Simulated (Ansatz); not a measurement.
Guessed and relaxed cells of Tm₂N

The cell of Tm₂N is invented: random cell by space group and Wyckoff sites (Fd-3m, No. 227). Lengths were set from tabulated atomic sizes, so they are only a guess.

start.cif

```cif
data_structure
_symmetry_space_group_name_H-M 'Fd-3m:1'
_symmetry_Int_Tables_number 227
_cell_length_a 8.1526
_cell_length_b 8.1526
_cell_length_c 8.1526
_cell_angle_alpha 90.000
_cell_angle_beta 90.000
_cell_angle_gamma 90.000
_cell_volume 541.85
loop_
_atom_site_label
_atom_site_type_symbol
_atom_site_symmetry_multiplicity
_atom_site_Wyckoff_symbol
_atom_site_fract_x
_atom_site_fract_y
_atom_site_fract_z
_atom_site_occupancy
Tm1 Tm 16 c 0.12500 0.12500 0.12500 1
N1 N 8 a 0.25000 0.25000 0.25000 1
```

All numbers below come from DFT PBE, scalar-relativistic, plane waves, PAW, and for the lanthanide a 4f-in-core norm-conserving potential (Ansatz). Cutoff 690 eV, Gaussian smearing, Γ-centred meshes. Cell and atoms relax first on a coarse mesh and then on a finer one. In between, the cell is made exact in the group found at 0.06 Å. In metals the finer mesh still leaves noise of several meV/atom or more. The steps can't lower the symmetry of their start. No spin polarisation.

end.cif

```cif
data_structure
_symmetry_space_group_name_H-M 'Fd-3m:1'
_symmetry_Int_Tables_number 227
_cell_length_a 10.0937
_cell_length_b 10.0937
_cell_length_c 10.0937
_cell_angle_alpha 90.000
_cell_angle_beta 90.000
_cell_angle_gamma 90.000
_cell_volume 1028.36
loop_
_atom_site_label
_atom_site_type_symbol
_atom_site_symmetry_multiplicity
_atom_site_Wyckoff_symbol
_atom_site_fract_x
_atom_site_fract_y
_atom_site_fract_z
_atom_site_occupancy
Tm1 Tm 16 c 0.12500 0.12500 0.12500 1
N1 N 8 a 0.25000 0.25000 0.25000 1
```

The symmetry stays Fd-3m (No. 227). The end has the anti-beta-cristobalite type. The volume per atom grows by 89.8 %, from 22.6 to 42.8 Å³. The shortest distance goes from 1.77 Å (Tm–N) to 2.19 Å (Tm–N). The energy falls by about 3.3 eV/atom (the start's value is from the coarse mesh).

```json
{"Volume per atom": "42.85 Å³", "Density": "4.55 g/cm³", "Formation energy": "−0.15 eV/atom", "Gap on the 6×6×6 mesh of the 6-atom cell": "0 eV (a metal)"}
```

Formation energies are uncorrected and refer to the elements' standard structures at the same level (N₂ as a molecule).

The last run used Gaussian smearing of 0.10 eV. A structure relaxed within its symmetry needn't be a true minimum. In all, the 3 runs took 6.7 min on 1 thread of AMD EPYC (Zen 3), with other jobs on the host. Another cell of Tm2N relaxed alike, in P-3m1, lies 0.94 eV/atom lower, so this cell isn't the stable form at this level.

The lanthanide is trivalent by construction, without f bands, f moments or other valences. The reference runs of the other elements, and any phases without the lanthanide, used 420 eV, which shifts energies against them by under 10 meV/atom. The lanthanide's reference is the lowest of its hcp, dhcp and fcc cells.
